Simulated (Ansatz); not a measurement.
Re (hcp (Mg type), space group No. 194) at seven volumes, plane-wave PAW r²SCAN (Ansatz code), shape and atoms relaxed at each. One row is withheld.

| V (Å³/atom) | P (GPa) |
|---|---|
| 13.373 | 44.95 |
| 13.814 | 27.51 |
| 14.255 | 12.66 |
| 14.696 | 0.00 |
| 15.137 | ? |
| 15.578 | -19.94 |
| 16.019 | -27.71 |

Question: Fit the shown pressures and predict the withheld one.

Answer: P = (3/2)B₀(x^(7/2) − x^(5/2))[1 + (3/4)(B′ − 4)(x − 1)] with x = (V₀/V)^(2/3). Least squares on the six rows gives V₀ = 14.697 Å³/atom, B₀ = 388 GPa, B′ = 4.34. At V = 15.137, x = 0.9805 and P = -10.74 GPa. The run itself gave -10.78 GPa.

Space group P6_3/mmc (hcp (Mg type)). The cell was relaxed with r²SCAN under the symmetry of its start; of distortions, only those at the zone centre were tested. The run is not spin-polarised. Scalar-relativistic: spin–orbit coupling is off unless named, which matters more the heavier the elements.

Potentials: the earlier of the program's two PAW sets.
